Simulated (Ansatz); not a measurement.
# Two states of CrCuSO

```
Cu S Cr O
1.0
     3.80828    0.00000    0.00000
     0.00000    3.80828    0.00000
     0.00000    0.00000    8.61419
Cu S Cr O
2 2 2 2
Direct
  0.75000 0.25000 0.50000
  0.25000 0.75000 0.50000
  0.25000 0.25000 0.34420
  0.75000 0.75000 0.65580
  0.25000 0.75000 0.00000
  0.75000 0.25000 0.00000
  0.25000 0.25000 0.92560
  0.75000 0.75000 0.07440
```

Method: PBE, with U_eff = 4.57 eV on Cr d, U_eff = 5.94 eV on Cu d (all-electron-ortho-atomic projectors); PAW, plane waves to 420 eV, 5×5×2 Γ-centred mesh, fermi-dirac occupations (width 0.1 eV) (Ansatz 0.2.0), atoms fixed.

State A: Cr5 up, Cr6 down (collinear spin). State B: Cr5 up, Cr6 up (collinear spin).

Compare the two self-consistent states.

State A is lower by 42.3 meV an atom at zero smearing; in free energy at this smearing B lies +43.3 meV an atom from A.

```tsv
state	free energy (meV/atom)	largest moment in a small sphere (μB)	net moment (μB/cell)	gap on mesh (eV)	pressure (GPa)	largest force (eV/Å)
A	0.0	2.95	0.00	metal	4.8	1.13
B	43.3	3.02	7.12	metal	6.4	1.13
```

Origin: a known structure type with other elements, at an estimated volume, so it need not be a known compound. Caveats: another magnetic order, which this cell may not hold, can open a gap; the k mesh is coarse if the cell is a metal.
